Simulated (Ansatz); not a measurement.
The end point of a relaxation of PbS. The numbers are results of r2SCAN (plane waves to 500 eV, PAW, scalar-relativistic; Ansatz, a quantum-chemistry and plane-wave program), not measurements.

```xyz
2
Lattice="0.0000 2.9872 2.9872 2.9872 0.0000 2.9872 2.9872 2.9872 0.0000" Properties=species:S:1:pos:R:3 pbc="T T T"
S      0.0000     0.0000     0.0000
Pb     2.9872     2.9872     2.9872
```

### Question
Determine the symmetry and give the standard cell with its independent sites.

### Answer
Space group Fm-3m (No. 225); a = b = c = 5.974 Å, α = β = γ = 90.00°

| atom | site | symmetry | x | y | z |
|---|---|---|---|---|---|
| S | 4a | m-3m | 0.0000 | 0.0000 | 0.0000 |
| Pb | 4b | m-3m | 0.5000 | 0.5000 | 0.5000 |

This is the rock salt type.

### Question
Give the shortest distances between elements (the closest pairs, up to four, under 3.6 Å).

### Answer
Pb–S 2.99 Å.

```yaml
volume_per_atom: 26.66 Å³
band_gap: 0.69 eV, direct (no spin-orbit coupling)
```

No spin polarisation in the result. Spin-orbit coupling is missing; with elements this heavy it can move band edges by tenths of an eV or more.

The run could not lose the symmetry of its start.
